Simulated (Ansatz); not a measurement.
SrPb:
```cif
data_Pb4Sr4
_chemical_formula_sum 'Sr4 Pb4'
_space_group_name_H-M_alt 'Cmcm'
_space_group_IT_number 63
_space_group_name_Hall '-C 2c 2'
_cell_length_a 5.11654
_cell_length_b 12.23375
_cell_length_c 4.66751
_cell_angle_alpha 90.000
_cell_angle_beta 90.000
_cell_angle_gamma 90.000
loop_
_atom_site_label
_atom_site_type_symbol
_atom_site_symmetry_multiplicity
_atom_site_Wyckoff_symbol
_atom_site_fract_x
_atom_site_fract_y
_atom_site_fract_z
_atom_site_occupancy
Sr1 Sr 4 c 0.00000 0.13245 0.75000 1
Pb1 Pb 4 c 0.00000 0.58436 0.25000 1
```
(The calculation used a cell of 4 atoms; values per cell refer to that cell.)

Relaxed with r²SCAN.

**Question.** Which orbitals make up the states near the Fermi level in the program Ansatz at the r²SCAN level (PAW)?

**Answer.** Within 0.5 eV of the Fermi level: Pb 6p 57 %, Sr 5s 7 %, outside the projected shells 31 %. Projections are on Löwdin-orthogonalised atomic valence shells; empty p or d shells of many metals are not among them.

**Question.** Tabulate the density of states.

**Answer.** States/eV per cell of 4 atoms, in 0.25 eV bins, energy from the Fermi level.

| E (eV) | total | Pb 6p | Sr 5s | Pb 6s |
|---|---|---|---|---|
| -7.85 | 1.75 | 0.19 | 0.11 | 1.42 |
| -7.60 | 2.27 | 0.28 | 0.12 | 1.82 |
| -7.35 | 0.79 | 0.11 | 0.02 | 0.65 |
| -7.10 | 0.00 | 0.00 | 0.00 | 0.00 |
| -6.85 | 0.00 | 0.00 | 0.00 | 0.00 |
| -6.60 | 0.00 | 0.00 | 0.00 | 0.00 |
| -6.35 | 0.00 | 0.00 | 0.00 | 0.00 |
| -6.10 | 0.00 | 0.00 | 0.00 | 0.00 |
| -5.85 | 0.00 | 0.00 | 0.00 | 0.00 |
| -5.60 | 0.00 | 0.00 | 0.00 | 0.00 |
| -5.35 | 0.00 | 0.00 | 0.00 | 0.00 |
| -5.10 | 0.00 | 0.00 | 0.00 | 0.00 |
| -4.85 | 0.00 | 0.00 | 0.00 | 0.00 |
| -4.60 | 0.00 | 0.00 | 0.00 | 0.00 |
| -4.35 | 0.00 | 0.00 | 0.00 | 0.00 |
| -4.10 | 0.00 | 0.00 | 0.00 | 0.00 |
| -3.85 | 0.00 | 0.00 | 0.00 | 0.00 |
| -3.60 | 0.42 | 0.29 | 0.11 | 0.00 |
| -3.35 | 1.24 | 0.87 | 0.29 | 0.02 |
| -3.10 | 1.82 | 1.34 | 0.34 | 0.04 |
| -2.85 | 2.56 | 2.00 | 0.37 | 0.07 |
| -2.60 | 2.53 | 2.02 | 0.28 | 0.09 |
| -2.35 | 2.72 | 2.23 | 0.24 | 0.10 |
| -2.10 | 2.29 | 1.85 | 0.23 | 0.08 |
| -1.85 | 3.51 | 2.93 | 0.25 | 0.11 |
| -1.60 | 4.36 | 3.83 | 0.14 | 0.09 |
| -1.35 | 4.26 | 3.75 | 0.07 | 0.05 |
| -1.10 | 2.29 | 1.96 | 0.04 | 0.02 |
| -0.85 | 1.26 | 1.04 | 0.03 | 0.01 |
| -0.60 | 0.88 | 0.70 | 0.03 | 0.01 |
| -0.35 | 0.89 | 0.62 | 0.06 | 0.04 |
| -0.10 | 1.09 | 0.69 | 0.07 | 0.06 |
| 0.15 | 2.25 | 1.22 | 0.17 | 0.12 |
| 0.40 | 2.88 | 1.48 | 0.17 | 0.12 |
| 0.65 | 2.73 | 1.40 | 0.15 | 0.14 |
| 0.90 | 2.47 | 1.15 | 0.18 | 0.14 |
| 1.15 | 2.67 | 1.09 | 0.24 | 0.13 |
| 1.40 | 2.26 | 0.79 | 0.22 | 0.12 |
| 1.65 | 1.42 | 0.45 | 0.16 | 0.08 |
| 1.90 | 2.60 | 0.62 | 0.33 | 0.12 |
| 2.15 | 3.94 | 0.63 | 0.53 | 0.15 |
| 2.40 | 3.13 | 0.50 | 0.48 | 0.11 |
| 2.65 | 4.64 | 0.69 | 0.50 | 0.11 |
| 2.90 | 4.19 | 0.57 | 0.34 | 0.08 |
| 3.15 | 3.95 | 0.39 | 0.27 | 0.06 |
| 3.40 | 4.18 | 0.31 | 0.35 | 0.06 |

The workflow started from a Materials Project entry (that database holds measured and hypothetical structures alike); the Crystallography Open Database files this formula in space group No. 63, but the cells were not matched. Its standing as an ambient phase is unchecked. Symmetry was held in the r²SCAN relaxation; whether a distortion lowers the energy is not shown. Scalar-relativistic: spin–orbit coupling is off unless named, which matters more the heavier the elements.

Potentials: the later of the program's two PAW sets.
